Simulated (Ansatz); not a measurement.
# SiC

```yaml
crystal:
  lattice:
    - [0.00000, 2.18987, 2.18987]
    - [2.18987, 0.00000, 2.18987]
    - [2.18987, 2.18987, 0.00000]
  atoms:
    - { symbol: Si, position: [0.00000, 0.00000, 0.00000] }
    - { symbol: C, position: [0.25000, 0.25000, 0.25000] }
```

Atoms are numbered in the order listed.

The structure comes from a relaxation in the same program, started in the zincblende type, and has space group F-43m. Whether it is a known phase or the ground state wasn't checked.

Levels of theory: DFT, PBE, all-electron LAPW, scalar-relativistic (Ansatz 0.2.0); DFT, PBE, PAW with Ansatz's default frozen-core files, scalar-relativistic (Ansatz 0.2.0).

For LAPW: a Γ-centred 16×16×16 k mesh, Fermi–Dirac smearing of 0.08 eV, basis error target 0.5 meV/atom, no spin polarisation. PAW takes a cutoff of 420 eV at this cell. The Ansatz runs share mesh, smearing and spin set-up. Values come from LAPW unless marked.

- Löwdin charges (with 0.07 e of the cell spilling out of the atomic basis, so their sizes and signs hang on that basis): Si1 1.04, C2 -0.96 e
- Smallest direct gap on the path: 4.53 eV
- Volume per atom: 10.50 Å³
- Pressure at this cell: 0.01 GPa

**Question.** Predict this quantity. Bader charges (from the PAW run).

**Answer.** Si1 +2.75, C2 -2.75 e.

**Question.** Band gap: what does the calculation give?

**Answer.** 1.37 eV, indirect from Γ to X (-0.5, -0.5, 0).
